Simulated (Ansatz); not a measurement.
BN:
```yaml
crystal:
  lattice:
    - [2.49703, 0.00000, 0.00000]
    - [-1.24852, 2.16249, 0.00000]
    - [0.00000, 0.00000, 6.66180]
  atoms:
    - { symbol: B, position: [0.00000, 0.00000, 0.75000] }
    - { symbol: B, position: [0.00000, 0.00000, 0.25000] }
    - { symbol: N, position: [0.66667, 0.33333, 0.25000] }
    - { symbol: N, position: [0.33333, 0.66667, 0.75000] }
```

Cartesian axes are those of the cell as given.

### Question
Give the high-frequency dielectric tensor and the Born effective charge tensors of the independent atoms from DFPT, DFT-r²SCAN+D4 in the program Ansatz with PAW potentials.

### Answer

ε∞:
```
4.51  0.00  0.00
0.00  4.51  0.00
0.00  0.00  2.58
```
Z* of atom 1 (B), rows: field, columns: displacement, in e:
```
2.72  0.00  0.00
0.00  2.72  0.00
0.00  0.00  0.70
```
Z* of atom 3 (N), rows: field, columns: displacement, in e:
```
-2.72   0.00   0.00
 0.00  -2.72   0.00
 0.00   0.00  -0.70
```

Static charges for comparison (Bader): B1 +2.30, N3 -2.30 e. Born charges measure polarisation by displacement and can exceed these by far.

Space group P6_3/mmc. The workflow started from a Materials Project entry (that database holds measured and hypothetical structures alike). Its sites differ from those of the usual phase in this space group: another stacking or structure type. The cell was relaxed with r²SCAN+D4 under the symmetry of its start; whether a distortion lowers the energy is not shown.

Potentials: the earlier of the program's two PAW sets.
